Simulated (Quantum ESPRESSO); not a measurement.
InGaHfF2O4, convergence and cost over cutoff and k mesh

Simulated, not a measurement. The program is pw.x of Quantum ESPRESSO 7.5 (plane-wave density functional theory). The cell is made up: 9 atoms on a corundum lattice with one site empty, with randomly drawn elements, strain and displacements, not relaxed. PseudoDojo standard norm-conserving files (v0.5 for PBE, v0.4.1 for LDA and PBEsol) set the functional; there is no spin polarisation, spin-orbit coupling or dispersion term, and the masses in the input are unused placeholders.

The hafnium pseudopotential is less sure than the others, with forces about 3 percent (worst 6) and pressure in oxides about 1.5 GPa (worst 2.7) from a second method in checks, which no rerun with the same files tests.

Input of the run in row 2:

```
&control calculation='scf', pseudo_dir='./dojo.nc.sr.pbe.v0_5.standard.upf', outdir='./o', disk_io='medium', tprnfor=.true., tstress=.true. /
&system ibrav=0, nat=9, ntyp=5, nbnd=44, ecutwfc=84.00895049, nosym=.true., tot_charge=0,
 occupations='smearing', smearing='fd', degauss=0.0018374661
/
&electrons conv_thr=7.350e-09, electron_maxstep=60, /
ATOMIC_SPECIES
F 1.0 F.upf
Ga 1.0 Ga.upf
Hf 1.0 Hf.upf
In 1.0 In.upf
O 1.0 O.upf
CELL_PARAMETERS angstrom
2.5771 1.4918 4.668
-2.576 1.4493 4.6811
-0.0362 -3.0804 4.7195
ATOMIC_POSITIONS angstrom
In 0.0214 -0.1518 4.9896
Ga -0.0048 -0.1063 9.0962
Hf -0.0164 -0.1654 12.0222
F -1.0125 1.3754 8.1908
F -0.8504 -1.7248 8.2523
O 1.7645 0.0756 8.1381
O 1.0178 -1.5853 5.8716
O 0.7807 1.6618 5.822
O -1.7885 -0.187 5.8621
K_POINTS automatic
5 5 5 1 1 1
```

The same cell was run at these settings. Meshes are shifted by half a step, and differences are from the last row, which is itself not exact.

| cutoff (eV) | k mesh | k points solved | threshold (eV) | free energy less the last row's (eV) | pressure (GPa) | largest stress difference (GPa) | largest force difference (eV/Å) | iterations | wall time (s) | k-point pools | processor |
| --- | --- | --- | --- | --- | --- | --- | --- | --- | --- | --- | --- |
| 800 | 2 x 2 x 2 | 4 | 1e-04 | 1.951 | -15.81 | 24.47 | 0.082 | 10 | 38 | 1 | AMD EPYC, Zen 5 class |
| 1143 | 5 x 5 x 5 | 63 | 1e-07 | 0.003 | 8.54 | 0.02 | 0.001 | 14 | 1094 | 1 | AMD EPYC, Zen 5 class |
| 1437 | 7 x 7 x 7 | 172 | 1e-07 | 0.000 | 8.56 | 0.00 | 0.000 | 13 | 3550 | 1 | AMD EPYC, Zen 5 class |

Each pool is one process. Wall times include start-up and a band step at six k points, which weighs most on the coarsest meshes. The runs were on shared virtual cores whose load varied, so times are rough.